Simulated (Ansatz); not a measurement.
**Lattice vibrations of VPt at Γ at 3 GPa**

Method: Ansatz 0.2.0, DFT LDA, scalar-relativistic, plane waves, PAW. Plane waves to 420 eV; Γ-centred k mesh 16×16×12; Fermi-Dirac smearing of 0.15 eV. No spin polarisation. Phonons by linear response, acoustic sum rule imposed.

The cell, relaxed at 3 GPa:
```yaml
crystal:
  lattice:
    - [2.64598, 0.00000, 0.00000]
    - [0.00000, 2.64598, 0.00000]
    - [0.00000, 0.00000, 3.81698]
  atoms:
    - { symbol: V, position: [0.50000, 0.50000, 0.50000] }
    - { symbol: Pt, position: [0.00000, 0.00000, 0.00000] }
```

In a metal, frequencies and elastic constants depend on the k mesh and the smearing, soft modes and shear constants most. Spin–orbit coupling is left out, which can shift energies with elements as heavy as these.

Optical modes at Γ; i marks an imaginary frequency:
| frequency (cm⁻¹) | degeneracy |
| --- | --- |
| 182 | 2 |
| 241 | 1 |

All 3 optical modes at Γ are real: no displacement of atoms at fixed cell lowers the energy to second order. Strains and modes at other wave vectors aren't tested by this run.

Cost: 1 run of about 2.1 core-minutes, on Arm Neoverse V1 (shared hosts).